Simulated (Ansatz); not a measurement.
Mn3CuN:
```yaml
crystal:
  lattice:
    - [3.99870, 0.00000, 0.00000]
    - [0.00000, 3.99870, 0.00000]
    - [0.00000, 0.00000, 3.99870]
  atoms:
    - { symbol: Mn, position: [0.00000, 0.50000, 0.50000] }
    - { symbol: Mn, position: [0.50000, 0.00000, 0.50000] }
    - { symbol: Mn, position: [0.50000, 0.50000, 0.00000] }
    - { symbol: Cu, position: [0.00000, 0.00000, 0.00000] }
    - { symbol: N, position: [0.50000, 0.50000, 0.50000] }
```
The run is spin-polarised; directions of the spins, atom by atom: ↑ ↑ ↑ 0 0.

Relaxed with HSE06.

Give the Bader charges and basin volumes of the independent atoms, DFT-HSE06 in the program Ansatz with PAW potentials.



```
atom  Bader charge (e)  Bader volume (Å³)
----  ----------------  -----------------
Mn1              +0.81               12.1
Cu4              -0.68               17.4
N5               -1.75               10.3
```

Space group Pm-3m (anti-perovskite). The first step of the workflow began from a Materials Project structure, measured or hypothetical; the Crystallography Open Database copy checked does not list it. Whether it is the stable phase at ambient conditions was not checked. The cell keeps a stress of up to 0.2 GPa. Symmetry was held in the HSE06 relaxation; its stability against distortions is not shown here. Spin order of the final state: ferromagnetic, chosen from 4 collinear starts compared on coarse meshes with r²SCAN (ties went to the first, and starts can fall back to one state), not a proven ground state. Other orbital occupations within this spin state were not tried.

Potentials: the later of the program's two PAW sets.
